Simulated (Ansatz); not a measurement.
**Ca₇Mg₂N₆ — ⁴³Ca NMR of the central transition**

Cell: a computed structure from the Materials Project (it need not be an observed phase), its atoms then relaxed with PBE in this cell.

Space group C2/m (No. 12); a = 6.1423, b = 12.6604, c = 6.4233 Å, β = 94.58°.

```
site  Wyckoff  site symmetry       x       y       z
 Ca1       2b            2/m  0.5000  0.0000  0.0000
 Ca2       4h              2  0.5000  0.1223  0.5000
 Ca4       8j              1  0.6500  0.6726  0.8253
  Mg       4i              m  0.8788  0.0000  0.6730
 N10       8j              1  0.7600  0.8549  0.8035
 N14       4i              m  0.7554  0.0000  0.3404
```

One atom of each set is listed; the run and its k-mesh use a cell of 15 atoms with edges of 7.04, 7.04, 6.42 Å.

All values are calculated (Ansatz; DFT, PBE, plane waves and PAW, scalar-relativistic, 420 eV cutoff, Γ-centred 5×5×5 k-points, Fermi–Dirac smearing 0.02 eV), not measured.

⁴³Ca has I = 7/2 and Q = -40.80 mb (Pyykkö 2018); at 14.1 T its Larmor frequency is ν₀ = 40.5 MHz. Only the quadrupole interaction is simulated: positions count from each site's isotropic chemical shift, and J coupling is left out, as are shift anisotropy and dipolar coupling, which fast spinning averages.

Task: What does the ⁴³Ca spectrum (fast magic-angle spinning) show for each site?

Result: 

| site | first shell | C_Q (MHz) | η | P_Q (MHz) | δ_QIS (ppm) | breadth (kHz) |
| --- | --- | --- | --- | --- | --- | --- |
| Ca1 | 6 N at 2.59–2.80 Å | 3.14 | 0.67 | 3.36 | -17.6 | 1.64 |
| Ca2 | 4 N at 2.44–2.48 Å | 7.49 | 0.50 | 7.80 | -94.8 | 8.90 |
| Ca4 | 4 N at 2.41–2.52 Å | 3.83 | 0.37 | 3.92 | -23.9 | 2.24 |

δ_QIS = −(ν_Q²/30ν₀²)[I(I+1) − 3/4](1 + η²/3) × 10⁶ ppm with ν_Q = 3|C_Q|/[2I(2I−1)]; it falls as 1/B₀² in ppm, and the breadth as 1/B₀ in kHz.
